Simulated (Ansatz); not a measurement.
Ag4F3: stable or not

The structure comes from a generated guess, relaxed at this level; another structure or a mixture of phases may lie lower.

All numbers below come from Ansatz, DFT PBE, scalar-relativistic, plane waves, PAW. Settings of the last relaxation (7-atom cell): 420 eV, 8×8×8 k points, Gaussian smearing of 0.10 eV, no spin polarisation.

```xyz
7
Lattice="5.0163 0.0000 0.0000 0.0000 5.0163 0.0000 0.0000 0.0000 5.0163" Properties=species:S:1:pos:R:3 pbc="T T T"
Ag    3.5100    3.5100    3.5100
Ag    1.5063    1.5063    3.5100
Ag    1.5063    3.5100    1.5063
Ag    3.5100    1.5063    1.5063
F     0.0000    0.0000    2.5081
F     2.5081    0.0000    0.0000
F     0.0000    2.5081    0.0000
```

The zero of energy is the elements' standard structures at the same level (F₂ as a molecule); no fitted shifts are applied.

Question: These tests were run: energy against the elements; phonons at Γ; elastic tensor. What do they show?

Answer:

```tsv
test	result
energy against the elements	−0.77 eV/atom
phonons at Γ	lowest optical mode 8 cm⁻¹
elastic tensor	least eigenvalue 9 GPa
```

It fails none of these tests outright. Other phases of the system weren't compared here, so this isn't yet thermodynamic stability. Phonons away from Γ weren't computed. Undecided within the accuracy: elastic tensor.

An odd number of electrons in the primitive cell allows no gap without spin; a larger cell or a magnetic state could open one. The run for the phonons used an 8×8×8 k mesh and Fermi–Dirac smearing of 0.15 eV. The run for the elastic tensor used an 8×8×8 k mesh and Fermi–Dirac smearing of 0.15 eV.
